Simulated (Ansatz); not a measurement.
Trial structures of Zr2BN3: starts and ends

Level of theory: Ansatz, DFT PBE, scalar-relativistic, plane waves, PAW. All cells share a 420 eV cutoff and Γ-centred k meshes spaced at most about 0.3 Å⁻¹ (about 0.25 or finer for metals, 2π included). No spin polarisation in the final relaxations.

Each guess was relaxed in cell and atoms at zero pressure, within the symmetry of its start. Temperature and zero-point effects are left out. Coordination counts B or N atoms around Zr (for each partner element, those within 1.25 times its shortest distance or 1.15 times the sum of covalent radii, where it is the nearest in units of that sum or under 1.3; a plus sign parts groups by distance over the sum of covalent radii).

| guess | made from | start group | V start (Å³/atom) | end group | V end (Å³/atom) | coordination at the end | gap on mesh (eV) | E over the lowest end (meV/atom) |
| --- | --- | --- | --- | --- | --- | --- | --- | --- |
| 1 | EuB2Rh3 type | P6/mmm | 10.9 | ? | ? | ? | ? | ? |
| 2 | Zr2CuSb3 type | P-4m2 | 11.9 | P-4m2 | 10.6 | Zr 9 | 0 | 0 |
| 3 | random cell | P4mm | 14.6 | P4mm | 31.9 | Zr 4 | 0 | 549 |
| 4 | random cell | I4/mmm | 13.6 | I4/mmm | 15.2 | Zr 5 | 0.39 | 258 |
| 5 | Mg2ZnO3 type | P-3m1 | 9.8 | P-3m1 | 10.2 | Zr 6+3 | 0 | 64 |

Guess 1 as it starts:

```
CELL_PARAMETERS angstrom
5.28937 0.00000 0.00000
-2.64469 4.58073 0.00000
0.00000 0.00000 2.69649
ATOMIC_POSITIONS crystal
Zr 0.33333 0.66667 0.00000
Zr 0.66667 0.33333 0.00000
B 0.00000 0.00000 0.00000
N 0.50000 0.00000 0.50000
N 0.50000 0.50000 0.50000
N 0.00000 0.50000 0.50000
```

**Question.** Fill in the missing row: what does this guess relax into, and where does it rank?

**Answer.** It ends in space group P6/mmm (No. 191), with a = 5.641 Å, c = 2.961 Å, 13.6 Å³/atom and no gap. It lies 0.32 eV/atom over the lowest end, above guess 4 and below guess 3. Counting B or N atoms around Zr, this end has Zr 6+3 and the lowest (guess 2) has Zr 9.

```cif
data_structure
_symmetry_space_group_name_H-M 'P6/mmm'
_symmetry_Int_Tables_number 191
_cell_length_a 5.6408
_cell_length_b 5.6408
_cell_length_c 2.9612
_cell_angle_alpha 90.000
_cell_angle_beta 90.000
_cell_angle_gamma 120.000
_cell_volume 81.60
loop_
_atom_site_label
_atom_site_type_symbol
_atom_site_symmetry_multiplicity
_atom_site_Wyckoff_symbol
_atom_site_fract_x
_atom_site_fract_y
_atom_site_fract_z
_atom_site_occupancy
Zr1 Zr 2 c 0.33333 0.66667 0.00000 1
B1 B 1 a 0.00000 0.00000 0.00000 1
N1 N 3 g 0.50000 0.00000 0.50000 1
```

Energies over the elements count from the elements' standard structures at the same level (N₂ as a molecule), with no fitted energy shifts.

**Question.** Is the lowest end bound against the elements?

**Answer.** Yes: its formation energy is −0.53 eV/atom. It lies below the elements, which doesn't yet make it stable against other compounds or structures.

Weakly bound directions are ill-defined at this level, which has no dispersion term (P4mm), and this can change margins and order among such cells. Kohn–Sham gaps at this level usually fall short of measured ones. A magnetic state wasn't ruled out in cells without spin, among them P4mm. Cells relaxed within their symmetry can be saddle points. A lower structure may well exist outside this small set. Some candidate types were left out of the draw beforehand, so a known form may be missing.
